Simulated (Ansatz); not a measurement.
SrTiO$_{3}$:
Space group I4/mcm (No. 140); a = 5.4875 Å, b = 5.4875 Å, c = 7.8081 Å, α = 90.00°, β = 90.00°, γ = 90.00°

```
atom  site  symmetry       x       y       z
----  ----  --------  ------  ------  ------
Sr      4b      -42m  0.0000  0.5000  0.2500
Ti      4c     4/m..  0.0000  0.0000  0.0000
O       8h      m.2m  0.2255  0.2745  0.0000
O       4a       422  0.0000  0.0000  0.2500
```
(The calculation used a cell of 10 atoms; values per cell refer to that cell.)

Relaxed with PBEsol. PBEsol (plane waves, PAW; program Ansatz) gives a gap of 1.97 eV.

Question: What gap does HSE06 give on the same cell (Ansatz, PAW)?

Answer: 3.47 eV, 1.50 eV more. The hybrid was solved on a coarser mesh and at special points; its gap is the smallest among all of these.

```
k   v1 PBEsol  c1 PBEsol    v1 HSE06    c1 HSE06
--  ---------  ---------  ----------  ----------
Γ       -0.01       1.97        0.00        3.47
M       -0.07       2.14  (withheld)  (withheld)
X       -0.04       2.10  (withheld)  (withheld)
P       -0.60       3.08       -0.63        4.65
N       -0.58       3.46  (withheld)  (withheld)
S0      -0.25       2.71       -0.27        4.25
R       -0.56       3.05  (withheld)  (withheld)
```

Question: Top valence (v1) and lowest conduction level (c1) in eV from each method's valence maximum (which need not be a listed point): supply the withheld HSE06 values.

Answer: 
- R, v1 HSE06: -0.59
- R, c1 HSE06: 4.62
- N, v1 HSE06: -0.63
- N, c1 HSE06: 5.09
- M, v1 HSE06: -0.07
- M, c1 HSE06: 3.67
- X, v1 HSE06: -0.04
- X, c1 HSE06: 3.63

Cost on shared cores: the PBEsol run (SCF on a 7×7×7 mesh, then bands and DOS) very roughly 110 core-seconds, the HSE06 run (SCF on 4×4×4, then a few points) roughly 8 core-minutes; the tasks are unlike.

The workflow started from a Materials Project entry (that database holds measured and hypothetical structures alike); the Crystallography Open Database files this formula in space group No. 140, but the cells were not matched. It is not the phase usual at ambient conditions (space group No. 221). The PBEsol relaxation kept the symmetry of its start. At this level the phase is dynamically unstable (imaginary phonons). The run is not spin-polarised. Spin–orbit coupling is left out wherever it is not named.

Potentials: the later of the program's two PAW sets.
